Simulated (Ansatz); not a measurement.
MgCdTe₂ (chalcopyrite, I-42d), LDA in the plane-wave PAW code Ansatz. The conduction-band minimum lies at Γ, with 1 equivalent valley. Second derivatives d²E/dk² of the lowest band at one valley (eV·Å²), along Cartesian directions:

```tsv
direction	d²E/dk²
[100]	63.83
[010]	63.83
[001]	63.41
[110]	63.77
[101]	63.56
[011]	63.56
```

### Question
Find the principal effective masses, the density-of-states mass and the conductivity mass.

### Answer
Off-diagonal terms follow from H_xy = H[110] − (H_xx + H_yy)/2, and m*/mₑ = 7.620 eV·Å² over each eigenvalue: 0.12, 0.12, 0.12. One valley's DOS mass (m₁m₂m₃)^(1/3) = 0.12, conductivity mass 3/(Σ 1/mᵢ) = 0.12 mₑ.

### Question
What effective density of states Nc follows at 300 K for parabolic valleys?

### Answer
Nc = 2.509e19 × 1 × (0.12)^(3/2) ≈ 1.0e18 cm⁻³.

The first step of the workflow began from a Materials Project structure, measured or hypothetical; the Crystallography Open Database copy checked does not list it. Whether it is the stable phase at ambient conditions was not checked. The LDA relaxation kept the symmetry of its start; of distortions, only those at the zone centre were tested. Spin–orbit coupling is left out wherever it is not named.

Potentials: the later of the program's two PAW sets.

Edges and masses are those of Kohn–Sham bands, whose gap is no quasiparticle gap.
